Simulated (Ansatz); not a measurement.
Starting cell, MgH2 (rutile):

```
CELL_PARAMETERS angstrom
      4.48439     0.00000     0.00000
      0.00000     4.48439     0.00000
      0.00000     0.00000     2.99668
ATOMIC_POSITIONS crystal
  Mg 0.00000 0.00000 0.00000
  Mg 0.50000 0.50000 0.50000
  H  0.30469 0.30469 0.00000
  H  0.80469 0.19531 0.50000
  H  0.19531 0.80469 0.50000
  H  0.69531 0.69531 0.00000
```

In each cell atom 5 (H, nearest neighbour Mg at 1.932 Å; its periodic images, 3.0 Å or more away, move with it) moves by s·(1.000, 0.000, 0.000) (along Cartesian x), the rest being held.

Method: r2SCAN (plane waves to 500 eV, PAW, scalar-relativistic; Ansatz, a quantum-chemistry and plane-wave program). k mesh 6×6×9 (Γ-centred), Fermi-Dirac smearing 0.05 eV. Energies are smeared free energies. MgH2 was relaxed with its symmetry unable to fall. ΔE is measured from the undisplaced structure.

```json
[
 {"s (Å)": "-0.580", "ΔE (meV/cell)": "528"},
 {"s (Å)": "-0.464", "ΔE (meV/cell)": "356"},
 {"s (Å)": "-0.348", "ΔE (meV/cell)": "210"},
 {"s (Å)": "-0.232", "ΔE (meV/cell)": "withheld"},
 {"s (Å)": "-0.116", "ΔE (meV/cell)": "25"},
 {"s (Å)": "0.000", "ΔE (meV/cell)": "0"},
 {"s (Å)": "0.116", "ΔE (meV/cell)": "27"},
 {"s (Å)": "0.232", "ΔE (meV/cell)": "110"},
 {"s (Å)": "0.348", "ΔE (meV/cell)": "253"},
 {"s (Å)": "0.464", "ΔE (meV/cell)": "456"},
 {"s (Å)": "0.580", "ΔE (meV/cell)": "716"}
]
```

Fit a polynomial form (powers 2, 3, 4) to the given rows and predict ΔE at s = -0.232.

Least squares on the 10 given rows: ΔE = (1948)·s² + (486.5)·s³ + (-295.1)·s⁴, in meV/cell with s in Å; root-mean-square residual 0.9 meV/cell. At -0.232 the fit gives 98 meV/cell; the calculation gives 97 meV/cell, so the interpolation is off by 1 (+1.0 %). The quadratic term alone would give 105 meV/cell.

(A displaced cell: forces are minus the slopes of the energy, force constants its curvatures, and phonons follow from these.)
